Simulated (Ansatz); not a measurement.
The cell below belongs to a search over invented structures; it isn't taken from experiment.

Input and command of a plane-wave DFT calculation in Ansatz:

```yaml
crystal:
  lattice:
    - [3.10088334, 0.0, 0.0]
    - [0.0, 3.10355136, 0.0]
    - [0.0, 0.0, 8.56211311]
  atoms:
    - { symbol: Li, position: [0.5, 0.5, 0.5] }
    - { symbol: Ta, position: [0.0, 0.0, 0.70200795] }
    - { symbol: Ta, position: [0.0, 0.0, 0.29799205] }
    - { symbol: Ta, position: [0.5, 0.0, 0.0] }
    - { symbol: O, position: [0.0, 0.5, 0.10800941] }
    - { symbol: O, position: [0.5, 0.5, 0.22379044] }
    - { symbol: O, position: [0.0, 0.5, 0.89199059] }
    - { symbol: O, position: [0.5, 0.5, 0.77620956] }
basis:
  ecutwfc: 420
kpoints:
  mp_grid: { grid: [5, 5, 2] }
hamiltonian:
  xc: pbe
scf:
  occupations: { method: gaussian, width: 0.2 }
  lower_state_search: "off"
output:
  forces: true
  stress: true
  eigenvalues: true
relax:
  adjacent_minimum: "off"
  f_tol: 0.08
  max_steps: 16
  cell: { stress_tol: 0.8 }
```

```bash
ansatz run input.yaml --threads 1 --pin off --max-ram 2560MiB --backend cpu --events-out ev --progress --plain --runs-dir out
```

Processor: Intel(R) Xeon(R) Processor @ 2.70GHz, 1 thread, on a host shared with other jobs.

Problem. Estimate time, memory and problem size.

Solution. About 99 s, peak memory 0.41 GiB. It solves 41 bands at 18 k points (after reduction by symmetry) with about 1769 plane waves (on the last cell), in 124 SCF iterations over 16 ionic steps.
